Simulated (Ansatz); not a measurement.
## Compressing NbCr2: a fit and a missing row

NbCr2, Fd-3m, a = 6.870 Å. The structure is a COD entry; whether it is the stable form wasn't checked. Ansatz: PBEsol, PAW, 420 eV, Γ-centred 10×10×10 mesh on 6 atoms, Gaussian smearing 0.10 eV; no spin polarisation. Symmetry fixes shape and atoms, so the cell is only scaled; pressure is positive in compression.

```tsv
V (Å³/atom)	P (GPa)
11.889	40.61
12.294	28.07
12.699	?
13.105	7.98
13.510	0.00
13.915	-6.85
14.321	-12.72
14.861	-19.27
```

Take V0 = 13.510 Å³/atom, fit the third-order Birch–Murnaghan form to the other rows, and predict the missing pressure.

With the Eulerian strain f = ½[(V0/V)^(2/3) − 1] and y = P/[3f(1 + 2f)^(5/2)], the form is the line y = B0 + 1.5 B0 (B0′ − 4) f. Rows (f, y): 0.04447, 246.0; 0.03245, 246.4; 0.01025, 246.7; -0.00975, 246.0; -0.01906, 245.2; -0.03078, 244.6. Means f = 0.004597, y = 245.82; Σ(Δf)² = 0.004415, ΣΔfΔy = 0.08355; the slope is their ratio. y = 245.7 + 18.93 f GPa, so B0 = 245.7 GPa and B0′ = 4 + 2 × (18.93)/(3 × 245.7) = 4.05. At V = 12.699, f = 0.02107, y = 246.10 and P = 17.25 GPa. The run gave 17.27 GPa, so the fit is 0.02 GPa too low, within the rms miss on the fitted rows (0.04 GPa).

Spin polarisation was left out, and a magnetic state may lie lower.

Cost: 8 runs of about 2.3 core-minutes in all, on Arm Neoverse V1 (shared hosts).